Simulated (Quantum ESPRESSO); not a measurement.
## Si5CGe2 (input and log of a self-consistent run)

Simulated, not a measurement. The program is pw.x of Quantum ESPRESSO 7.5 (plane-wave density functional theory). The cell is made up: 8 atoms on a zincblende/diamond lattice, with randomly drawn elements, strain and displacements, not relaxed. PseudoDojo standard norm-conserving files (v0.5 for PBE, v0.4.1 for LDA and PBEsol) set the functional; there is no spin polarisation, spin-orbit coupling or dispersion term, and the masses in the input are unused placeholders.

Input:

```
&control calculation='scf', pseudo_dir='./dojo.nc.sr.pbe.v0_5.standard.upf', outdir='./o', disk_io='low', tprnfor=.true., tstress=.true. /
&system ibrav=0, nat=8, ntyp=3, nbnd=36, ecutwfc=82.02448710, nosym=.true., tot_charge=0,
 occupations='smearing', smearing='fd', degauss=0.0073498644
/
&electrons conv_thr=7.350e-09, electron_maxstep=60, /
ATOMIC_SPECIES
C 1.0 C.upf
Ge 1.0 Ge.upf
Si 1.0 Si.upf
CELL_PARAMETERS angstrom
5.7189 0.0 0.0
0.0 5.7189 0.0
0.0 0.0 5.7189
ATOMIC_POSITIONS angstrom
Si 0.0386 0.0429 0.0335
Si 0.1092 2.9332 2.8493
C 2.8462 -0.05 2.7404
Si 2.8714 2.8415 0.06
Si 1.4647 1.497 1.3485
Ge 1.4272 4.3235 4.3259
Ge 4.2548 1.4781 4.307
Si 4.3229 4.3131 1.4274
K_POINTS automatic
6 6 6 1 1 1
```

The log is shortened where brackets say so; the opening notice, blank lines, dates and the lines on written files are dropped, and the path of the files is cut. It prints rydbergs, bohrs and kilobars, and counts compression as positive stress.

```
     Program PWSCF v.7.5
     Parallel version (MPI & OpenMP), running on       4 processor cores
     Number of MPI processes:                 4
     Threads/MPI process:                     1
     [start-up lines left out]
     bravais-lattice index     =            0
     lattice parameter (alat)  =      10.8072  a.u.
     unit-cell volume          =    1262.2172 (a.u.)^3
     number of atoms/cell      =            8
     number of atomic types    =            3
     number of electrons       =        52.00
     number of Kohn-Sham states=           36
     kinetic-energy cutoff     =      82.0245  Ry
     charge density cutoff     =     328.0979  Ry
     scf convergence threshold =      7.3E-09
     mixing beta               =       0.7000
     number of iterations used =            8  plain     mixing
     Exchange-correlation= PBE
                           (   1   4   3   4   0   0   0)
     [axes and pseudopotential details left out]
   Cartesian axes
     site n.     atom                  positions (alat units)
         1        Si     tau(   1) = (   0.0067495   0.0075014   0.0058578  )
         2        Si     tau(   2) = (   0.0190946   0.5128958   0.4982252  )
         3        C      tau(   3) = (   0.4976831  -0.0087429   0.4791831  )
         4        Si     tau(   4) = (   0.5020896   0.4968613   0.0104915  )
         5        Si     tau(   5) = (   0.2561157   0.2617636   0.2357971  )
         6        Ge     tau(   6) = (   0.2495585   0.7560020   0.7564217  )
         7        Ge     tau(   7) = (   0.7439892   0.2584588   0.7531169  )
         8        Si     tau(   8) = (   0.7558971   0.7541835   0.2495935  )
     number of k points=   108  Fermi-Dirac smearing, width (Ry)=  0.0073
     Number of k-points >= 100: set verbosity='high' to print them.
     Dense  grid:   126563 G-vectors     FFT dimensions: (  64,  64,  64)
     Estimated max dynamical RAM per process >     393.73 MB
     Estimated total dynamical RAM >       1.45 GB
     Initial potential from superposition of free atoms
     starting charge      51.9952, renormalised to      52.0000
     Starting wfcs are   42 randomized atomic wfcs
     total cpu time spent up to now is        7.4 secs
     per-process dynamical memory:   340.0 Mb
     Self-consistent Calculation
     iteration #  1     ecut=    82.02 Ry     beta= 0.70
     Davidson diagonalization with overlap
     ethr =  1.00E-02,  avg # of iterations =  3.0
     Threshold (ethr) on eigenvalues was too large:
     Diagonalizing with lowered threshold
     Davidson diagonalization with overlap
     ethr =  6.57E-04,  avg # of iterations =  2.1
     total cpu time spent up to now is       42.1 secs
     total energy              =    -411.13916221 Ry
     estimated scf accuracy    <       0.34757151 Ry
     iteration #  2     ecut=    82.02 Ry     beta= 0.70
     Davidson diagonalization with overlap
     ethr =  6.68E-04,  avg # of iterations =  6.3
     total cpu time spent up to now is       61.5 secs
     total energy              =    -411.06162820 Ry
     estimated scf accuracy    <       1.37050783 Ry
     iteration #  3     ecut=    82.02 Ry     beta= 0.70
     Davidson diagonalization with overlap
     ethr =  6.68E-04,  avg # of iterations =  3.6
     total cpu time spent up to now is       79.4 secs
     total energy              =    -411.27282672 Ry
     estimated scf accuracy    <       0.01997663 Ry
     iteration #  4     ecut=    82.02 Ry     beta= 0.70
     Davidson diagonalization with overlap
     c_bands:  1 eigenvalues not converged
     ethr =  3.84E-05,  avg # of iterations =  6.9
     total cpu time spent up to now is      100.8 secs
     total energy              =    -411.27671140 Ry
     estimated scf accuracy    <       0.00420276 Ry
     iteration #  5     ecut=    82.02 Ry     beta= 0.70
     Davidson diagonalization with overlap
     ethr =  8.08E-06,  avg # of iterations =  4.2
     total cpu time spent up to now is      119.1 secs
     total energy              =    -411.27735193 Ry
     estimated scf accuracy    <       0.00050742 Ry
     iteration #  6     ecut=    82.02 Ry     beta= 0.70
     Davidson diagonalization with overlap
     ethr =  9.76E-07,  avg # of iterations =  4.0
     total cpu time spent up to now is      136.2 secs
     total energy              =    -411.27743695 Ry
     estimated scf accuracy    <       0.00006505 Ry
     iteration #  7     ecut=    82.02 Ry     beta= 0.70
     Davidson diagonalization with overlap
     ethr =  1.25E-07,  avg # of iterations =  2.1
     total cpu time spent up to now is      151.3 secs
     total energy              =    -411.27745137 Ry
     estimated scf accuracy    <       0.00000229 Ry
     iteration #  8     ecut=    82.02 Ry     beta= 0.70
     Davidson diagonalization with overlap
     ethr =  4.40E-09,  avg # of iterations =  4.0
     total cpu time spent up to now is      168.7 secs
     total energy              =    -411.27745191 Ry
     estimated scf accuracy    <       0.00000084 Ry
     iteration #  9     ecut=    82.02 Ry     beta= 0.70
     Davidson diagonalization with overlap
     ethr =  1.61E-09,  avg # of iterations =  2.0
     total cpu time spent up to now is      183.4 secs
     total energy              =    -411.27745205 Ry
     estimated scf accuracy    <       0.00000005 Ry
     iteration # 10     ecut=    82.02 Ry     beta= 0.70
     Davidson diagonalization with overlap
     ethr =  8.91E-11,  avg # of iterations =  3.2
     total cpu time spent up to now is      199.8 secs
     total energy              =    -411.27745206 Ry
     estimated scf accuracy    <       0.00000001 Ry
     iteration # 11     ecut=    82.02 Ry     beta= 0.70
     Davidson diagonalization with overlap
     ethr =  2.20E-11,  avg # of iterations =  2.0
     total cpu time spent up to now is      214.4 secs
     End of self-consistent calculation
     Number of k-points >= 100: set verbosity='high' to print the bands.
     the Fermi energy is     5.0697 ev
!    total energy              =    -411.27745206 Ry
     estimated scf accuracy    <          1.2E-09 Ry
     smearing contrib. (-TS)   =      -0.00175684 Ry
     internal energy E=F+TS    =    -411.27569522 Ry
     The total energy is F=E-TS. E is the sum of the following terms:
     one-electron contribution =    -244.73654114 Ry
     hartree contribution      =     147.44143891 Ry
     xc contribution           =    -105.96214511 Ry
     ewald contribution        =    -208.01844789 Ry
     convergence has been achieved in  11 iterations
     Forces acting on atoms (cartesian axes, Ry/au):
     atom    1 type  3   force =    -0.02006676    0.00608734   -0.00109672
     atom    2 type  3   force =    -0.03232652   -0.01936987   -0.01265828
     atom    3 type  1   force =     0.00979772    0.00991351    0.00163182
     atom    4 type  3   force =     0.01324513    0.03269793   -0.01208824
     atom    5 type  3   force =     0.01452061   -0.05258049    0.06513989
     atom    6 type  2   force =     0.04782004    0.02747879   -0.03262795
     atom    7 type  2   force =     0.00120709   -0.03702882   -0.04851883
     atom    8 type  3   force =    -0.03419731    0.03280162    0.04021831
     Total force =     0.150079     Total SCF correction =     0.000038
     Computing stress (Cartesian axis) and pressure
          total   stress  (Ry/bohr**3)                   (kbar)     P=     -105.88
  -0.00072098   0.00005571   0.00000594         -106.06        8.20        0.87
   0.00005571  -0.00072178   0.00002468            8.20     -106.18        3.63
   0.00000594   0.00002468  -0.00071653            0.87        3.63     -105.40
     init_run     :      6.93s CPU      7.16s WALL (       1 calls)
     electrons    :    205.94s CPU    206.95s WALL (       1 calls)
     forces       :      2.83s CPU      2.85s WALL (       1 calls)
     stress       :      8.37s CPU      8.65s WALL (       1 calls)
     [timing details left out]
     PWSCF        :   3m44.42s CPU   3m46.08s WALL
     JOB DONE.
```

In other units: free energy -5595.715 eV for the cell, pressure -10.59 GPa, largest force component 1.675 eV/Å. A rerun of a related cell, with the same atoms placed differently, at 1347 eV and a 8 x 8 x 8 mesh moved values by no more than 0.003 eV in energy, 0.02 GPa in stress and 0.008 eV/Å in force.